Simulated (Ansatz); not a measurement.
Relaxed WSe$_{2}$ (2H-MoS2 type, space group P6_3/mmc):

```
WSe2
1.0
    3.29989     0.00000     0.00000
   -1.64994     2.85779     0.00000
    0.00000     0.00000    13.15129
W Se
2 4
Cartesian
  0.00000   1.90519   3.28782
  1.64994   0.95260   9.86347
  0.00000   1.90519   8.19802
  1.64994   0.95260   1.62237
  1.64994   0.95260   4.95328
  0.00000   1.90519  11.52892
```

In this cell atom 5 (Se, nearest neighbour W at 2.531 Å; its periodic images, 3.3 Å or more away, move with it) is moved by s towards the nearest neighbour, unit vector (-0.652, 0.376, -0.658); all other atoms and the cell stay fixed.

Level of theory: r2SCAN+rVV10 (plane waves to 500 eV, PAW, scalar-relativistic; Ansatz, a first-principles code). k mesh 9×9×2 (Γ-centred), Fermi-Dirac smearing 0.05 eV. E stands for the smeared free energy. Left out: 1 of 11 points, with atoms too close for the PAW data. Spin-orbit coupling is left out, though W is heavy. WSe2 is run without spin polarisation. WSe2 was relaxed with its symmetry unable to fall. ΔE is measured from the undisplaced structure.

The scan covers s from -0.510 to 0.408 Å in 10 points.

Question: Is this a single well or a double well?

Answer: A single well with its minimum at or next to zero displacement.

Question: Is the energy the same for displacements of ±0.408 Å, and if not, which side lies higher?

Answer: Not even: the positive side lies higher at ±0.408 Å. With its periodic images moving along, the atom's site symmetry in this cell is 3m..

Question: What is the energy change at s = 0.408 Å?

Answer: 1688 meV/cell.

Question: What force acts on the atom along the line at s = -0.510 Å?

Answer: 3.02 eV/Å.

Question: What is the force constant k = d²E/ds² of this move at s = 0?

Answer: 12.5 eV/Å².

(A displaced cell: forces are minus the slopes of the energy, force constants its curvatures, and phonons follow from these.)
